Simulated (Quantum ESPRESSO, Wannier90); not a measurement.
**Bi₂Se₃ (R-3m), plane waves to Wannier functions**

```xyz
5
Lattice="-2.0957 3.6298 0.0000 -4.1914 0.0000 0.0000 -2.0957 1.2099 9.9762" Properties=species:S:1:pos:R:3 pbc="T T T"
Bi     2.0957    -1.2099     1.9486
Bi    -2.0957     1.2099    -1.9486
Se     0.0000     0.0000     0.0000
Se     2.0957    -1.2099    -3.5201
Se    -2.0957     1.2099     3.5201
```

Cell from Materials Project (mp-541837), symmetrised, no further relaxation. COD (Crystallography Open Database) has the formula in 2 space groups, this one among them (matched by group alone). Method: PBEsol plane waves in Quantum ESPRESSO 7.5 (PseudoDojo norm-conserving files, 69 Ry, no spin polarisation, no spin-orbit coupling), Bloch states on a 6×6×6 mesh through Γ, Wannier90 4.0.1. Density: 8×8×8 mesh, Gaussian smearing 0.01 Ry. Spin-orbit coupling is left out although heavy elements are present.

A tight-binding model is made by disentanglement and projection with no localisation steps (num_iter = 0), so the 20 orbitals stay atom-like: hydrogen-like Bi: s;p; Se: s;p, axes along x, y, z; frozen window up to 1.86 eV relative to the valence-band maximum. It follows pw.x to 2.6 meV rms for states up to 1.4 eV relative to the valence-band maximum. Matrix elements depend on this choice of orbitals and windows.

**Question.** Which pairs of orbitals on different sites are coupled most strongly? Give distance, modulus and how many such pairs a cell has.

**Answer.** 
| orbital | orbital | distance of the centres (Å) | modulus (eV) | pairs |
|---|---|---|---|---|
| Bi py | Se py | 2.97 | 1.37 | 2 |
| Bi pz | Se py | 2.93 | 1.22 | 2 |
| Bi py | Se pz | 2.92 | 1.18 | 2 |
| Bi s | Se py | 2.93 | 1.16 | 2 |
| Bi pz | Se py | 3.11 | 1.07 | 2 |
| Bi pz | Se px | 2.91 | 1.06 | 4 |
| Bi py | Se pz | 3.07 | 1.05 | 2 |
| Bi py | Se s | 2.92 | 1.02 | 2 |
| Bi px | Se pz | 2.90 | 1.02 | 4 |
| Bi s | Se px | 2.90 | 1.01 | 4 |
| Bi py | Se py | 3.07 | 0.96 | 2 |
| Bi pz | Se px | 3.11 | 0.92 | 4 |
| Bi px | Se pz | 3.09 | 0.91 | 4 |
| Bi px | Se s | 2.91 | 0.89 | 4 |
| Bi px | Se px | 2.93 | 0.88 | 4 |
| Bi py | Se px | 2.90 | 0.84 | 4 |
| Bi px | Se py | 2.89 | 0.84 | 4 |
| Bi s | Se py | 3.11 | 0.76 | 2 |
| Bi s | Se pz | 2.88 | 0.76 | 6 |
| Bi pz | Se s | 2.88 | 0.69 | 6 |
| Bi py | Se s | 3.07 | 0.68 | 2 |
| Bi s | Se px | 3.11 | 0.66 | 4 |
| Bi s | Se s | 2.88 | 0.63 | 6 |
| Bi s | Se pz | 3.11 | 0.62 | 6 |
| Bi px | Se px | 3.09 | 0.62 | 4 |
| Bi pz | Se py | 2.86 | 0.61 | 4 |
| Bi py | Se pz | 2.87 | 0.59 | 4 |
| Bi px | Se s | 3.09 | 0.59 | 4 |
| Bi py | Se px | 3.11 | 0.59 | 4 |
| Bi px | Se py | 3.09 | 0.59 | 4 |
